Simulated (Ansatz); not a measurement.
An Ansatz (an electronic-structure program) run. Input:

Ansatz 0.2 input:
```yaml
crystal:
  lattice:
    - [0.0, 4.6110213377, 4.6110213377]
    - [4.6110213377, 0.0, 4.6110213377]
    - [4.6110213377, 4.6110213377, 0.0]
  atoms:
    - { symbol: Cs, position: [0.75, 0.75, 0.75] }
    - { symbol: Cs, position: [0.25, 0.25, 0.25] }
    - { symbol: Y, position: [0.5, 0.5, 0.5] }
    - { symbol: Ag, position: [0.0, 0.0, 0.0] }
    - { symbol: F, position: [0.7349298852, 0.2650701148, 0.2650701148] }
    - { symbol: F, position: [0.2650701148, 0.7349298852, 0.7349298852] }
    - { symbol: F, position: [0.2650701148, 0.7349298852, 0.2650701148] }
    - { symbol: F, position: [0.7349298852, 0.2650701148, 0.7349298852] }
    - { symbol: F, position: [0.2650701148, 0.2650701148, 0.7349298852] }
    - { symbol: F, position: [0.7349298852, 0.7349298852, 0.2650701148] }
kpoints:
  mp_grid: { grid: [3, 3, 3] }
hamiltonian:
  xc: hse06
  pseudopotentials: { kind: paw }
scf:
  n_extra_bands: 10
  occupations: { method: fixed }
output:
  eigenvalues: true
  eigenstates:
    e_range: [-9.0, 13.8]
    kpoints:
      - [0.0, 0.0, 0.5]  # VBM
      - [0.0, 0.0, 0.0]  # CBM
      - [0.0, 0.0, 0.0]  # GAMMA
      - [0.5, 0.0, 0.5]  # X
      - [0.5, 0.5, 0.5]  # L
      - [0.5, 0.25, 0.75]  # W
      - [0.375, 0.375, 0.75]  # K
      - [0.625, 0.25, 0.625]  # U
```

Output (shortened):

```
Pseudopotential: Cs, paw, valence charge 9
Pseudopotential: Y, paw, valence charge 11
Pseudopotential: Ag, paw, valence charge 19
Pseudopotential: F, paw, valence charge 7
Functional definition: HSE06
davidson cushion auto → on  (no smearing: the cushion is to keep the highest requested band from converging to the state above it …
Crystal: 10 atoms, lattice volume = 196.075 Å³
Basis set: ecut = 420 eV, 3839 PW (Γ)
Bands: 55, of which v1, the nominal top of the filled ones, is band 45 counted from 1 (44 counted from 0)
Symmetry: 48 space group operations
Space group: Fm-3m (ITA 225), of the structure as read, at distance tolerance 5.8e-5 Å
k-points: 4 of 27
SCF iter   1: F=—  HF=-27643.852124 eV  |F-HF|=—  |Δ(HF+E_count)|=         —  Δρ=1.49e-3  dr2=3.25e-3  ethr=1.77e-3  ⟨swp⟩=10.0  Hψ=1055  notcnv=0
preconditioner: auto → none
SCF iter   2: F=-27643.854360 eV  HF=-27643.854474 eV  |F-HF|=1.14e-4  |Δ(HF+E_count)|=   2.35e-3  Δρ=6.37e-4  dr2=4.67e-4  ethr=3.61e-6  ⟨swp⟩=6.0  Hψ=861  notcnv=0
SCF 1 stopped early in 2 iterations: F = -27643.854360 eV  dr2 = 4.67e-4
Crystal: 10 atoms, lattice volume = 196.075 Å³
Exchange kernel: α = 0.2500, screened, ω = 0.2079 Å⁻¹, Wigner–Seitz truncation, v(0) = 1043.2982 eV·Å³, q-mesh 3×3×3, nearest image of the exchange supercell L …
Frozen-core exchange: fock
SCF iter   1: F=—  HF=-27658.841506 eV  |F-HF|=—  |Δ(HF+E_count)|=         —  Δρ=9.15e-3  dr2=2.05e-1  ethr=5.19e-6  ⟨swp⟩=7.5  Hψ=1120  notcnv=0
preconditioner: auto → none
SCF iter   2: F=—  HF=-27658.786092 eV  |F-HF|=—  |Δ(HF+E_count)|=   5.54e-2  Δρ=6.36e-3  dr2=2.85e-2  ethr=5.19e-6  ⟨swp⟩=4.8  Hψ=857  notcnv=0
SCF iter   3: F=—  HF=-27658.806307 eV  |F-HF|=—  |Δ(HF+E_count)|=   2.02e-2  Δρ=2.33e-3  dr2=6.78e-3  ethr=5.19e-6  ⟨swp⟩=4.0  Hψ=723  notcnv=0
SCF iter   4: F=—  HF=-27658.804222 eV  |F-HF|=—  |Δ(HF+E_count)|=   2.08e-3  Δρ=1.00e-3  dr2=1.28e-3  ethr=5.19e-6  ⟨swp⟩=3.0  Hψ=512  notcnv=0
iter 5 solved again at ethr=2.20e-9 eV; its pass at ethr=1.04e-6 eV (dr2=1.98e-6 eV) is discarded
SCF iter   5: F=—  HF=-27658.803910 eV  |F-HF|=—  |Δ(HF+E_count)|=   3.13e-4  Δρ=6.84e-5  dr2=1.86e-4  ethr=2.20e-9  ⟨swp⟩=5.8  Hψ=1431  notcnv=0
SCF iter   6: F=—  HF=-27658.805776 eV  |F-HF|=—  |Δ(HF+E_count)|=   1.87e-3  Δρ=6.85e-4  dr2=6.22e-4  ethr=1.11e-9  ⟨swp⟩=7.2  Hψ=1152  notcnv=0
SCF iter   7: F=-27658.805563 eV  HF=-27658.805579 eV  |F-HF|=1.58e-5  |Δ(HF+E_count)|=   1.97e-4  Δρ=9.71e-5  dr2=1.94e-5  ethr=1.11e-9  ⟨swp⟩=6.5  Hψ=1058  notcnv=0
SCF 2 stopped early in 7 iterations: F = -27658.805563 eV  dr2 = 1.94e-5
hybrid outer 1: dexx = +3.344e-2 eV, tail = 9.18e-5 eV
Crystal: 10 atoms, lattice volume = 196.075 Å³
Exchange kernel: α = 0.2500, screened, ω = 0.2079 Å⁻¹, Wigner–Seitz truncation, v(0) = 1043.2982 eV·Å³, q-mesh 3×3×3, nearest image of the exchange supercell L …
Frozen-core exchange: fock
SCF iter   1: F=—  HF=-27658.806162 eV  |F-HF|=—  |Δ(HF+E_count)|=         —  Δρ=9.85e-5  dr2=1.37e-5  ethr=5.10e-7  ⟨swp⟩=3.0  Hψ=522  notcnv=0
preconditioner: auto → none
iter 2 solved again at ethr=2.90e-10 eV; its pass at ethr=1.45e-8 eV (dr2=2.61e-7 eV) is discarded
SCF iter   2: F=—  HF=-27658.806158 eV  |F-HF|=—  |Δ(HF+E_count)|=   3.88e-6  Δρ=2.11e-5  dr2=4.13e-7  ethr=2.90e-10  ⟨swp⟩=4.0  Hψ=1185  notcnv=0
SCF iter   3: F=—  HF=-27658.806160 eV  |F-HF|=—  |Δ(HF+E_count)|=   1.54e-6  Δρ=1.82e-5  dr2=4.46e-7  ethr=2.90e-10  ⟨swp⟩=5.5  Hψ=729  notcnv=0  defer=2
SCF iter   4: F=-27658.806160 eV  HF=-27658.806160 eV  |F-HF|=7.91e-9  |Δ(HF+E_count)|=   1.47e-7  Δρ=2.72e-6  dr2=9.04e-9  ethr=2.90e-10  ⟨swp⟩=3.8  Hψ=647  notcnv=0
SCF 3 converged in 4 iterations: F = -27658.806160 eV  dr2 = 9.04e-9
hybrid outer 2: dexx = +1.929e-6 eV, tail = 5.58e-8 eV, Δε = 1.06e-2 eV (about 2.92e-4 eV left of the loop's levels)
NSCF: frozen V_eff on 8 k-points
hybrid SCF converged: 2 outer / 11 inner (+2 warm-up), last move |dexx| = 1.93e-6 eV, tail = 5.58e-8 eV
Stability not checked (fock_operator)
Free energy (F): -27658.806160 eV
Frozen-core exchange: fock
Harris-Foulkes:  -27658.806160 eV  (|F-HF|=7.91e-9)
Internal energy: -27658.806160 eV  (E = F + TS)
E sigma→0 (E₀):  -27658.806160 eV
Fermi energy:    3.915791 eV
--- Per-component energies (eV) ---
  E_band       = -941.644721
  E_kinetic    = 2375.250115
  E_local      = -8772.161318  (includes V_loc(G=0)·N_el)
  E_nonlocal   = 628.522907
  E_hartree    = 3623.769013
  E_xc         = -951.253623
  E_vxc        = -1036.853463  (∫ρ·V_xc dr)
  E_exx        = -300.469801  (= α·E_x^exact, valence–valence)
  E_paw        = -18023.340893  (= ΣΔE_a)
  E_vpaw       = -783.020601  (= ΣTr[D̂ρ^β])
  E_aug_tail   = 0.012549  (compensation charges beyond the density's cutoff)
  E_ewald      = -6237.678879
  E_core_change = -1.456229  (= ΣΔE_core)
  E_smearing   =  0.000000  (= −TS)
  E_closure    =  0.000000  (closes the sum)
  Σ components = -27658.806160   (vs F -27658.806160, Δ=-3.64e-12)
  [band-id]    e_kinetic+e_local+e_nonlocal+2·e_hartree+e_vxc+2·e_exx+e_vpaw+e_augmentation_tail = -941.651389   (vs E_band -941.644721, Δ=-6.67e-3)
--- Band table (eV) ---
  k-point 0: bands = ["-88.1682", "-50.4439", "-50.4439", "-50.4439", "-38.4830", "-20.1962", "-20.1962", "-20.1962", "-19.5944", "-19.4978", "-19.4978", "-16.6277", "-16.6263", "-16.3704", "-16.3704", "-16.3704", "-3.0959", "-3.0959", "-3.0959", "-2.6288", …
  k-point 1: bands = ["-88.1682", "-50.4439", "-50.4439", "-50.4439", "-38.4830", "-20.2287", "-20.1925", "-20.1925", "-19.5392", "-19.5044", "-19.5044", "-16.6454", "-16.6403", "-16.3807", "-16.3672", "-16.3672", "-2.9200", "-2.9200", "-2.7233", "-2.6739", …
  k-point 2: bands = ["-88.1682", "-50.4439", "-50.4439", "-50.4439", "-38.4830", "-20.2114", "-20.1987", "-20.1987", "-19.5461", "-19.5109", "-19.4966", "-16.6515", "-16.6449", "-16.3698", "-16.3698", "-16.3674", "-2.9020", "-2.9020", "-2.6586", "-2.5709", …
  k-point 3: bands = ["-88.1682", "-50.4439", "-50.4439", "-50.4439", "-38.4830", "-20.2181", "-20.2049", "-20.1938", "-19.5274", "-19.5086", "-19.5037", "-16.6544", "-16.6528", "-16.3758", "-16.3669", "-16.3653", "-2.7781", "-2.7704", "-2.6702", "-2.6696", …
```

Cost: about 5 core-minutes (a rough figure) on shared cores.

The points marked VBM and CBM come from a semilocal run.

The workflow started from a Materials Project entry (that database holds measured and hypothetical structures alike); the Crystallography Open Database copy checked does not list it. Whether it is the stable phase at ambient conditions was not checked. The r²SCAN relaxation kept the symmetry of its start; its stability against distortions is not shown here. The run is not spin-polarised. Scalar-relativistic: spin–orbit coupling is off unless named, which matters more the heavier the elements.

Potentials: the later of the program's two PAW sets.

Ansatz is a plane-wave DFT program.
